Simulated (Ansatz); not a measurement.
### Question
Each is relaxed and computed with plane-wave PAW PBE (Ansatz code). Which is the only metal?
A. SiSe2, anatase
B. SiO2, CdI2 type
C. HfSi2, MoSi2 or CaC2 type
D. HfSiO4, I4_1/amd (Hf on 4a, Si on 4b, O on 16h)

### Answer
C, HfSi2, MoSi2 or CaC2 type. HfSi2: metal; HfSiO4: gap 5.31 eV (indirect); SiSe2: gap 0.31 eV (indirect); SiO2: gap 6.25 eV (indirect). Constructed cells (a structure type filled with these elements, in neither database checked): HfSi2, MoSi2 or CaC2 type; SiSe2, anatase; SiO2, CdI2 type. Not the usual ambient phase: SiO2, CdI2 type. Weakly bound layers, chains or molecules computed without a dispersion correction, so cells and soft constants are ill determined: SiO2, CdI2 type. All cells were relaxed under the symmetry of their starts (and spin orders); stability against distortions was not tested throughout. Rows with no word on spin ran without spin polarisation. Spin–orbit coupling is left out wherever it is not named.

Potentials: the later of the program's two PAW sets.
